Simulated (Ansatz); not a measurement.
A plane-wave DFT run in Ansatz 0.2.0 (scalar-relativistic PAW potentials unless the input names others): input and command.

```yaml
crystal:
  lattice:
    - [-3.0455886532, 0.0, 0.0]
    - [-1.5227943266, -2.6375571432, 0.0]
    - [1.5227943266, 0.8791857144, 17.0723967276]
  atoms:
    - { symbol: Ti, position: [0.484716069, 0.484716069, 0.736948207] }
    - { symbol: Ti, position: [0.7721935077, 0.7721935077, 0.5993805232] }
    - { symbol: Ti, position: [0.6833137789, 0.6833137789, 0.3327413367] }
    - { symbol: Ti, position: [0.3056430538, 0.3056430538, 0.1997291614] }
    - { symbol: Ti, position: [0.1972386303, 0.1972386303, 0.8745158909] }
    - { symbol: Al, position: [0.5947002589, 0.5947002589, 0.0669007768] }
    - { symbol: Al, position: [0.3942565737, 0.3942565737, 0.4655697212] }
    - { symbol: C, position: [0.8430525642, 0.8430525642, 0.8119576926] }
    - { symbol: C, position: [0.1263795738, 0.1263795738, 0.6619387215] }
    - { symbol: C, position: [-0.0055215837, -0.0055215837, 0.266235249] }
basis:
  ecutwfc: 420
kpoints:
  mp_grid: { grid: [15, 15, 3] }
hamiltonian:
  xc: pbesol
scf:
  occupations: { method: gaussian, width: 0.15 }
  max_iter: 60
output:
  forces: true
  eigenvalues: true
  stress: true
total_charge: 0.5
```

```bash
ansatz run input.yaml --threads 2 --pin off --max-ram 5120MiB --backend cpu --events-out ev --progress --plain --runs-dir out
```

Abridged log:
```
Warning: crystal.symmetry: narrowed to the stabiliser of the k-point mesh — unitary ops 6 → 2; excluded 4 operations that carry a point of the 15×15×3 mesh (shift [0, 0, 0]) off the mesh (the run samples exactly the mesh kpoints.mp_grid names, as under crystal.symmetry.detect: false, and its converged state has the mesh's symmetry, not the crystal's; ε∞, the Born charges and the force constants of a linear response (`dielectric:` by the response, `phonons.method: dfpt`) are averaged over those of the crystal's operations that the state keeps within a tolerance, where `mesh_tensors`, `unaverage ...
Pseudopotentials: kind: paw
Pseudopotential: Ti, paw, valence charge 12, recommended cutoff 420 eV (normal)
Pseudopotential: Al, paw, valence charge 3, recommended cutoff 420 eV (normal)
Pseudopotential: C, paw, valence charge 4, recommended cutoff 420 eV (normal)
Functional definition: PBEsol
Crystal: 10 atoms, lattice volume = 137.141 Å³
Basis set: ecut = 420 eV, 2661 PW (Γ), exchange–correlation on 48×48×240 points (8 copies of the dense FFT grid, shifted against one another)
Bands: 49, of which v1, the nominal top of the filled ones, is band 39 counted from 1 (38 counted from 0)
Symmetry: 2 space group operations
k-points: 184 of 675 (time reversal used)
Initial density: superposition of atomic densities (neutral atoms scaled as one to the charged cell's electrons: chi_scale 0, normalization atom), corrected by the library's trained network
Initial wavefunctions: pseudopotential atomic-orbital guess
Functional: x = pbesol(κ = 0.804, μ = 0.12345679), c = pbesol(β = 0.046)
SCF iter   1: F=—  HF=-14173.602591 eV  |F-HF|=—  |Δ(HF+E_count)|=         —  Δρ=5.54e-2  dr2=8.39e1  ethr=1.77e-3  ⟨swp⟩=4.4  Hψ=34805  notcnv=0
SCF iter   2: F=—  HF=-14172.300332 eV  |F-HF|=—  |Δ(HF+E_count)|=    1.30e0  Δρ=2.55e-2  dr2=2.92e1  ethr=1.77e-3  ⟨swp⟩=2.7  Hψ=14386  notcnv=0  defer=414
SCF iter   3: F=—  HF=-14171.551473 eV  |F-HF|=—  |Δ(HF+E_count)|=   7.49e-1  Δρ=1.13e-2  dr2=3.63e0  ethr=1.77e-3  ⟨swp⟩=3.3  Hψ=19661  notcnv=0  defer=517
SCF iter   4: F=—  HF=-14171.437717 eV  |F-HF|=—  |Δ(HF+E_count)|=   1.14e-1  Δρ=3.82e-3  dr2=5.61e-1  ethr=1.77e-3  ⟨swp⟩=2.6  Hψ=11138  notcnv=0  defer=488
SCF iter   5: F=—  HF=-14171.421740 eV  |F-HF|=—  |Δ(HF+E_count)|=   1.60e-2  Δρ=1.33e-3  dr2=1.15e-2  ethr=7.24e-4  ⟨swp⟩=1.3  Hψ=9429  notcnv=0  defer=488
SCF iter   6: F=—  HF=-14171.421331 eV  |F-HF|=—  |Δ(HF+E_count)|=   4.09e-4  Δρ=5.61e-4  dr2=2.55e-3  ethr=1.48e-5  ⟨swp⟩=2.0  Hψ=12037  notcnv=0  defer=485
SCF iter   7: F=—  HF=-14171.421153 eV  |F-HF|=—  |Δ(HF+E_count)|=   1.78e-4  Δρ=1.34e-4  dr2=2.15e-4  ethr=3.29e-6  ⟨swp⟩=1.6  Hψ=8882  notcnv=0  defer=485
SCF iter   8: F=—  HF=-14171.421137 eV  |F-HF|=—  |Δ(HF+E_count)|=   1.53e-5  Δρ=4.65e-5  dr2=1.67e-5  ethr=2.77e-7  ⟨swp⟩=2.0  Hψ=11243  notcnv=0  defer=485
SCF iter   9: F=—  HF=-14171.421112 eV  |F-HF|=—  |Δ(HF+E_count)|=   2.53e-5  Δρ=1.21e-5  dr2=5.06e-7  ethr=2.16e-8  ⟨swp⟩=2.0  Hψ=9713  notcnv=0  defer=485
SCF iter  10: F=-14171.421112 eV  HF=-14171.421112 eV  |F-HF|=4.06e-8  |Δ(HF+E_count)|=   8.19e-8  Δρ=3.29e-6  dr2=4.99e-8  ethr=1.29e-10  ⟨swp⟩=16.5  Hψ=44458  notcnv=0
SCF 1 converged in 10 iterations: F = -14171.421112 eV  dr2 = 4.99e-8
SCF converged after 10 iterations
Free energy (F): -14171.421112 eV
Harris-Foulkes:  -14171.421112 eV  (|F-HF|=4.06e-8)
Internal energy: -14171.373254 eV  (E = F + TS)
E sigma→0 (E₀):  -14171.397183 eV
Entropy (-TS):   -0.047858 eV (-4.786 meV/atom)
Fermi energy:    11.254412 eV
--- Forces (eV/Å), atoms counted from 1 ---
  atom   1  Ti    -0.00004736    -0.00002735    -0.11896828
  atom   2  Ti    -0.00001654    -0.00000955     0.09378991
  atom   3  Ti    -0.00021153    -0.00012213    -0.04868681
  atom   4  Ti     0.00022657     0.00013081    -0.12207637
  atom   5  Ti     0.00002453     0.00001416     0.67848773
  atom   6  Al    -0.00006800    -0.00003926    -1.00458805
  atom   7  Al     0.00007358     0.00004248     0.00632562
  atom   8  C      0.00007744     0.00004471     0.56517989
  atom   9  C     -0.00002674    -0.00001544    -0.01141825
  atom  10  C     -0.00003191    -0.00001843    -0.03812993
--- Stress (GPa, compression-positive) ---
        3.292048      -0.000137      -0.000425
       -0.000137       3.292206      -0.000246
       -0.000425      -0.000246      -1.347361
  P = ⅓ Tr σ = 1.7456 GPa (17.456 kbar)
```

**Question.** What should be changed?

**Answer.** The fault is a net charge on a solid that should be neutral, 0.5 electrons a cell too few, offset by a uniform background, so that energy and pressure hang on that convention (total_charge: not typed → 0.5, the first being the value of the sound run). Setting it back cures it. The run converged all the same, with a total energy on another zero, pressure 1.75 GPa (with the neutralising background of the charged cell), largest force 1.005 eV/Å, no gap on the mesh, so convergence alone doesn't show that an input is right. A reference run from the same start on usual settings converged with pressure -2.42 GPa, largest force 0.984 eV/Å, no gap on the mesh.

Time: 64 s on 2 threads of Arm Neoverse V2, on a shared host, peak memory 1 GiB.